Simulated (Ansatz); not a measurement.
Relaxed-ion elastic tensor of MgS (rock salt, Fm-3m) in GPa (Voigt order), plane-wave PAW LDA (Ansatz code); density 2.77 g/cm³, 16.87 Å³ per atom.

```
 164  43.0  43.0   0.0   0.0   0.0
43.0   164  43.0   0.0   0.0   0.0
43.0  43.0   164   0.0   0.0   0.0
 0.0   0.0   0.0  56.9   0.0   0.0
 0.0   0.0   0.0   0.0  56.9   0.0
 0.0   0.0   0.0   0.0   0.0  56.9
```

Task: Is the crystal mechanically stable?

Result: Yes: the smallest eigenvalue of C is 56.9 GPa.

Task: Work out the Voigt, Reuss and Hill averages.

Result: K_V = 83.2, K_R = 83.2, K_H = 83.2; G_V = 58.3, G_R = 58.2, G_H = 58.2 GPa.

Task: Give Young's modulus, Poisson's ratio, Pugh's ratio and the universal anisotropy index.

Result: E = 9KG/(3K + G) = 142 GPa; ν = 0.22; K/G = 1.43 (brittle by the Pugh limit of 1.75); A_U = 5G_V/G_R + K_V/K_R − 6 = 0.00.

Task: Estimate the sound speeds and the Debye temperature.

Result: v_l = √((K + 4G/3)/ρ) = 7610 m/s, v_t = √(G/ρ) = 4580 m/s, mean 5070 m/s; Θ = (h/k)(3n/4πV)^(1/3) v_m = 588 K.

Task: Give the Zener ratio and Young's modulus along [100], [110] and [111].

Result: A = 2C44/(C11 − C12) = 0.94; 1/E = S11 − 2(S11 − S12 − S44/2)Γ with Γ = 0, 1/4, 1/3 gives 146, 141, 139 GPa.

Task: Solve the Christoffel equation for the three sound speeds along [100], [110], [111].

Result: Eigenvalues of C_ijkl n_j n_l equal ρv². In km/s, slowest first: [100] 4.53, 4.53, 7.68; [110] 4.53, 4.66, 7.60; [111] 4.62, 4.62, 7.57.

Symmetry was held in the LDA relaxation.

Potentials: the earlier of the program's two PAW sets. The files were generated under PBE; for other functionals the program regenerates the frozen cores, and for LDA and PBEsol the local potential too.
